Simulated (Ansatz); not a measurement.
Cu Kα1 powder pattern (kinematic, no thermal factors).
2θ (°) (relative intensity): 11.49 (20), 20.86 (3), 23.09 (49), 23.88 (15), 29.67 (100), 31.31 (26), 31.91 (8), 34.94 (6), 37.93 (56), 41.04 (15), 42.46 (37), 44.13 (3), 46.48 (10), 47.19 (9), 48.88 (27), 49.29 (5), 52.12 (4), 53.69 (10), 56.11 (6), 56.74 (21), 60.53 (9), 61.60 (12), 62.90 (1), 65.33 (13), 66.70 (10), 69.40 (3), 69.85 (16), 70.74 (2), 71.07 (1), 72.82 (3), 73.79 (3), 74.67 (14), 76.72 (2), 80.55 (4), 81.07 (7), 81.49 (10), 86.12 (3), 88.62 (12), 89.03 (8)

The pattern is computed from a structure relaxed with DFT PBE, scalar-relativistic, plane waves, PAW in Ansatz. No spin polarisation. Its elements are In, S.

**Question.** Give the structure.

**Answer.** In$_{3}$S$_{2}$.
Space group P4/mmm (No. 123). a = 4.255 Å, b = 4.255 Å, c = 7.698 Å, α = 90.00°, β = 90.00°, γ = 90.00°
| atom | site | symmetry | x | y | z |
| --- | --- | --- | --- | --- | --- |
| In | 1a | 4/mmm | 0.0000 | 0.0000 | 0.0000 |
| In | 1b | 4/mmm | 0.0000 | 0.0000 | 0.5000 |
| In | 1d | 4/mmm | 0.5000 | 0.5000 | 0.5000 |
| S | 2h | 4mm | 0.5000 | 0.5000 | 0.1831 |

A pattern alone doesn't exclude other cells with like lines; this is the one computed.

The structure comes from a generated guess; another structure or a mixture of phases may lie lower.
